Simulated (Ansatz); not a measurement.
LiNbO₃:
```yaml
crystal:
  lattice:
    - [2.60452, 1.50372, 4.73920]
    - [-2.60452, 1.50372, 4.73920]
    - [0.00000, -3.00744, 4.73920]
  atoms:
    - { symbol: Li, position: [0.35678, 0.35678, 0.35678] }
    - { symbol: Li, position: [0.64322, 0.64322, 0.64322] }
    - { symbol: Nb, position: [0.14378, 0.14378, 0.14378] }
    - { symbol: Nb, position: [0.85622, 0.85622, 0.85622] }
    - { symbol: O, position: [0.21555, 0.56173, 0.95601] }
    - { symbol: O, position: [0.78445, 0.43827, 0.04399] }
    - { symbol: O, position: [0.56173, 0.95601, 0.21555] }
    - { symbol: O, position: [0.43827, 0.04399, 0.78445] }
    - { symbol: O, position: [0.95601, 0.21555, 0.56173] }
    - { symbol: O, position: [0.04399, 0.78445, 0.43827] }
```

Relaxed with r²SCAN.

Problem. Tabulate the valence density and the electron localisation function along the shortest Li–O contact (2.14 Å), the program Ansatz at the r²SCAN level (PAW).

Solution. 

| distance from Li (Å) | density (e/Å³) | ELF |
|---|---|---|
| 0.21 | 6.58 | 1.00 |
| 0.32 | 4.06 | 0.98 |
| 0.43 | 1.95 | 0.89 |
| 0.54 | 0.69 | 0.34 |
| 0.64 | 0.20 | 0.05 |
| 0.75 | 0.11 | 0.02 |
| 0.86 | 0.12 | 0.04 |
| 0.96 | 0.15 | 0.22 |
| 1.07 | 0.23 | 0.54 |
| 1.18 | 0.35 | 0.73 |
| 1.29 | 0.56 | 0.80 |
| 1.39 | 0.92 | 0.84 |
| 1.50 | 1.54 | 0.85 |
| 1.61 | 2.60 | 0.84 |
| 1.71 | 4.04 | 0.79 |
| 1.82 | 5.55 | 0.68 |
| 1.93 | 6.75 | 0.49 |

The density is the valence pseudo-density with augmentation charge, so density and ELF within about 1 Å of a nucleus are not all-electron values.

Space group R-3. The first step of the workflow began from a Materials Project structure, measured or hypothetical; the Crystallography Open Database files this formula in space group No. 148, but the cells were not matched. It is not the phase usual at ambient conditions (space group No. 161). The r²SCAN relaxation kept the symmetry of its start; whether a distortion lowers the energy is not shown. The run is not spin-polarised.

Potentials: the later of the program's two PAW sets.
